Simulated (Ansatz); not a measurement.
With PBE (plane waves, PAW; program Ansatz), C in the cubic phase (Pn-3m; C on 2a, C on 8e) relaxes to a = 4.836 Å. C on 2a has 4 nearest neighbours from 1.49 Å (tetrahedral).

It is gapped at this level: 4.18 eV (indirect). The valence maximum lies at R and the conduction minimum on the M–Γ line, 58 % of the way from M (12 equivalent valleys). The electron mass is 2.3, 2.6, 3.3 mₑ (principal values).

The bulk modulus is 167 GPa.

The start of the workflow was typed in or built on a structure type; neither database checked (COD, Materials Project) lists it. It is not the phase usual at ambient conditions (space group No. 194, 227). Symmetry was held in the PBE relaxation; whether a distortion lowers the energy is not shown.

Potentials: the earlier of the program's two PAW sets.
